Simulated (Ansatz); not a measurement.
Cu Kα1 powder pattern (kinematic, no thermal factors).
2θ (°) (relative intensity): 19.03 (77), 21.07 (9), 27.05 (6), 32.65 (2), 34.53 (5), 38.07 (24), 38.62 (68), 42.89 (100), 43.40 (16), 44.40 (1), 51.44 (2), 52.76 (1), 55.35 (15), 55.77 (22), 59.48 (3), 63.05 (1), 66.14 (1), 68.41 (6), 69.52 (3), 71.75 (3), 72.83 (39), 73.19 (3), 81.42 (14), 82.46 (4), 82.81 (7), 84.58 (4), 85.96 (2)

The pattern is computed from a structure relaxed with DFT PBE, scalar-relativistic, plane waves, PAW (Ansatz 0.2.0). No spin polarisation. Its elements are Al, Ti.

Task: Give the structure.

Result: TiAl5.
Space group I4/mmm (No. 139). a = 6.589 Å, b = 6.589 Å, c = 5.481 Å, α = 90.00°, β = 90.00°, γ = 90.00°
```json
{"atom": "Ti", "site": "2b", "symmetry": "4/mmm", "x": "0.0000", "y": "0.0000", "z": "0.5000"}
{"atom": "Al", "site": "8f", "symmetry": "..2/m", "x": "0.2500", "y": "0.2500", "z": "0.2500"}
{"atom": "Al", "site": "2a", "symmetry": "4/mmm", "x": "0.0000", "y": "0.0000", "z": "0.0000"}
```

A pattern alone doesn't exclude other cells with like lines; this is the one computed.

It was reached by relaxing an invented guess, and it needn't be the stable form of this composition.
